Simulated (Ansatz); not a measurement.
Starting cell, SiC (zinc blende):

```
CELL_PARAMETERS angstrom
      0.00000     4.37975     4.37975
      2.18988     2.18988     4.37975
      2.18988     2.18988     0.00000
ATOMIC_POSITIONS crystal
  C  0.00000 0.75000 0.75000
  C  0.50000 0.75000 0.75000
  Si 0.00000 0.00000 0.00000
  Si 0.50000 0.00000 0.00000
```

A phonon eigenvector at X = (0.5, 0.5, 0.0) is frozen into this cell: atom i moves by Q times the vector below, so Q is the largest atomic displacement, in Å. The cell is held. (q is in reciprocal vectors of the primitive cell; the cell shown is doubled to hold the pattern.)

```tsv
atom	x	y	z
C1	0.000	0.000	-1.000
C2	0.000	0.000	1.000
```

Atoms not listed stay in place.

All values below come from PBE (plane waves to 420 eV, PAW, scalar-relativistic; Ansatz, a quantum-chemistry and plane-wave program). k mesh 13×13×13 (Γ-centred), Fermi-Dirac smearing 0.05 eV. Energies are smeared free energies. SiC was relaxed with its symmetry unable to fall. ΔE is measured from the undisplaced structure.

| Q (Å) | ΔE (meV/cell) |
|---|---|
| -0.1000 | 284.3 |
| -0.0833 | 197.6 |
| -0.0667 | withheld |
| -0.0500 | 71.3 |
| -0.0333 | 31.7 |
| -0.0167 | 7.9 |
| 0.0000 | 0.0 |
| 0.0167 | 7.9 |
| 0.0333 | 31.7 |
| 0.0500 | 71.3 |
| 0.0667 | withheld |
| 0.0833 | 197.6 |
| 0.1000 | 284.3 |

Fit an even polynomial form (powers 2, 4) to the given rows and predict ΔE at Q = 0.0667.

Least squares on the 11 given rows: ΔE = (28570)·Q² + (-13890)·Q⁴, in meV/cell with Q in Å; root-mean-square residual 0.04 meV/cell. At 0.0667 the fit gives 126.8 meV/cell; the calculation gives 126.6 meV/cell, so the interpolation is off by 0.2 (+0.2 %). The quadratic term alone would give 127.1 meV/cell.

(For displaced atoms, the force is minus the slope of the energy, and its curvature is a force constant, which sets phonon frequencies.)
